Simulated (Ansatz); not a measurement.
The cell below belongs to a search over invented structures; it isn't taken from experiment.

Input and command of a plane-wave DFT calculation in Ansatz:

```yaml
crystal:
  lattice:
    - [2.8809012408, 0.0, 0.0]
    - [-1.4404506204, 2.4949336603, 0.0]
    - [0.0, 0.0, 31.4922295211]
  atoms:
    - { symbol: Si, position: [0.6666666667, 0.3333333333, 0.4192494926] }
    - { symbol: Si, position: [0.3333333333, 0.6666666667, 0.2009651705] }
    - { symbol: Si, position: [0.3333333333, 0.6666666667, 0.2783884657] }
    - { symbol: Si, position: [0.6666666667, 0.3333333333, 0.3428128537] }
    - { symbol: Si, position: [0.0, 0.0, 0.0381360629] }
    - { symbol: Si, position: [0.0, 0.0, 0.9618639371] }
    - { symbol: Si, position: [0.3333333333, 0.6666666667, 0.5807505074] }
    - { symbol: Si, position: [0.6666666667, 0.3333333333, 0.7990348295] }
    - { symbol: Si, position: [0.6666666667, 0.3333333333, 0.7216115343] }
    - { symbol: Si, position: [0.3333333333, 0.6666666667, 0.6571871463] }
    - { symbol: "N", position: [0.3333333333, 0.6666666667, 0.4371704246] }
    - { symbol: "N", position: [0.0, 0.0, 0.1828642149] }
    - { symbol: "N", position: [0.3333333333, 0.6666666667, 0.056121439] }
    - { symbol: "N", position: [0.6666666667, 0.3333333333, 0.943878561] }
    - { symbol: "N", position: [0.6666666667, 0.3333333333, 0.5628295754] }
    - { symbol: "N", position: [0.0, 0.0, 0.8171357851] }
basis:
  ecutwfc: 500
kpoints:
  mp_grid: { grid: [12, 12, 1] }
  band_path:
    path:
      - [[0.0, 0.0, 0.0], [0.5, 0.0, 0.0], [0.33333333, 0.33333333, 0.0], [0.0, 0.0, 0.0], [0.0, 0.0, 0.5], [0.5, 0.0, 0.5], [0.33333333, 0.33333333, 0.5], [0.0, 0.0, 0.5]]
      - [[0.5, 0.0, 0.5], [0.5, 0.0, 0.0]]
      - [[0.33333333, 0.33333333, 0.5], [0.33333333, 0.33333333, 0.0]]
    npoints: 10
hamiltonian:
  xc: r2scan
scf:
  occupations: { method: gaussian, width: 0.1 }
  n_extra_bands: 40
output:
  forces: true
  stress: true
  eigenvalues: true
  populations: true
  dos: { projected: true, de: 0.02, nscf_kmesh: { grid: [15, 15, 2] } }
  bader: false
  write_density: true
  write_potential: true
  elf: true
  volumetric_format: npy
```

```bash
ansatz run input.yaml --threads 1 --pin off --max-ram 2560MiB --backend cpu --events-out ev --progress --plain --runs-dir out
```

Processor: Intel(R) Xeon(R) Platinum 8259CL CPU @ 2.50GHz (Skylake/Cascade Lake), 1 thread, on a host shared with other jobs.

Task: Estimate time, memory and problem size.

Result: About 4.2 min, peak memory 1.6 GiB. It solves 75 bands at 19 k points (after reduction by symmetry) with about 5719 plane waves, in 11 SCF iterations.
